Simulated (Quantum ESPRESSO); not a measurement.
# Ga2ZnSiN4: convergence and cost over cutoff and k mesh

Simulated, not a measurement. The program is pw.x of Quantum ESPRESSO 7.5 (plane-wave density functional theory). The cell is made up: 8 atoms on a wurtzite lattice, with randomly drawn elements, strain and displacements, not relaxed. PseudoDojo standard norm-conserving files (v0.5 for PBE, v0.4.1 for LDA and PBEsol) set the functional; there is no spin polarisation, spin-orbit coupling or dispersion term, and the masses in the input are unused placeholders.

Input of the run in row 2:

```
&control calculation='scf', pseudo_dir='./dojo.nc.sr.pbe.v0_5.standard.upf', outdir='./o', disk_io='medium', tprnfor=.true., tstress=.true. /
&system ibrav=0, nat=8, ntyp=4, nbnd=41, ecutwfc=84.00895049, nosym=.true., tot_charge=0,
 occupations='smearing', smearing='fd', degauss=0.0018374661
/
&electrons conv_thr=7.350e-09, electron_maxstep=60, /
ATOMIC_SPECIES
Ga 1.0 Ga.upf
N 1.0 N.upf
Si 1.0 Si.upf
Zn 1.0 Zn.upf
CELL_PARAMETERS angstrom
3.1076 -0.0034 -0.0387
-0.0059 5.4589 0.0574
-0.0632 0.0541 5.091
ATOMIC_POSITIONS angstrom
Ga -0.0711 0.0502 -0.005
Ga 1.482 2.6583 -0.0176
Zn 1.3719 1.0508 2.4485
Si -0.0006 3.6899 2.6885
N 0.0152 0.066 1.9355
N 1.4143 2.7583 2.0544
N 1.5254 0.9339 4.3782
N -0.181 3.7838 4.4833
K_POINTS automatic
6 4 4 1 1 1
```

The same cell was run at these settings. Meshes are shifted by half a step, and differences are from the last row, which is itself not exact.

| cutoff (eV) | k mesh | k points solved | threshold (eV) | free energy less the last row's (eV) | pressure (GPa) | largest stress difference (GPa) | largest force difference (eV/Å) | iterations | wall time (s) | k-point pools | processor |
| --- | --- | --- | --- | --- | --- | --- | --- | --- | --- | --- | --- |
| 800 | 2 x 2 x 2 | 4 | 1e-04 | 2.464 | -46.33 | 62.88 | 0.177 | 9 | 25 | 1 | AMD EPYC, Zen 5 class |
| 1143 | 6 x 4 x 4 | 48 | 1e-07 | 0.000 | 12.05 | 0.04 | 0.003 | 13 | 486 | 1 | AMD EPYC, Zen 5 class |
| 1437 | 8 x 6 x 6 | 144 | 1e-07 | 0.000 | 12.03 | 0.00 | 0.000 | 13 | 1334 | 1 | AMD EPYC, Zen 5 class |

Each pool is one process. Wall times include start-up and a band step at six k points, which weighs most on the coarsest meshes. The runs were on shared virtual cores whose load varied, so times are rough.